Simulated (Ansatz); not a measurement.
InP:
```yaml
crystal:
  lattice:
    - [4.13899, 0.00000, 0.00000]
    - [-2.06950, 3.58447, 0.00000]
    - [0.00000, 0.00000, 9.35163]
  atoms:
    - { symbol: In, position: [0.50055, 0.00000, 0.66667] }
    - { symbol: In, position: [0.00000, 0.50055, 0.33333] }
    - { symbol: In, position: [0.49945, 0.49945, 0.00000] }
    - { symbol: P, position: [0.50029, 0.00000, 0.16667] }
    - { symbol: P, position: [0.00000, 0.50029, 0.83333] }
    - { symbol: P, position: [0.49971, 0.49971, 0.50000] }
```

Relaxed with r²SCAN. Special points in fractions of this cell's reciprocal vectors: Γ (0.000, 0.000, 0.000); M (0.500, 0.000, 0.000); K (0.333, 0.333, 0.000); A (0.000, 0.000, 0.500); L (0.500, 0.000, 0.500); H (0.333, 0.333, 0.500).

Q: List the band energies nearest the valence-band maximum at these points for r²SCAN with spin–orbit coupling in the plane-wave PAW code Ansatz.

A: In eV from the valence-band maximum; about four levels below and three above (degenerate sets whole), none deeper than 8.9 eV; points with the same levels are listed once.

```tsv
k	below	above
Γ	-0.35 -0.35 -0.01 -0.01	0.40 0.40 2.44 2.44
M	-1.46 -1.46 -1.29 -1.29	1.28 1.28 1.54 1.54
K	-1.48 -1.48 -1.45 -1.42	0.90 0.90 2.63
A	-0.43 -0.43 -0.13 -0.13	2.06 2.06 2.07 2.07
L	-1.71 -1.71 -1.45 -1.45	1.38 1.38 2.07 2.07
H	-1.83 -1.83 -1.10 -1.10	2.68 2.68 2.84 2.84 2.84
```

Space group P6_222. The start of the workflow was typed in or built on a structure type; neither database checked (COD, Materials Project) lists it. It is not the phase usual at ambient conditions (space group No. 216). Symmetry was held in the r²SCAN relaxation; whether a distortion lowers the energy is not shown. Point labels and valley counts follow the cell and symmetry of the run, lower than the named group.

Potentials: the earlier of the program's two PAW sets.
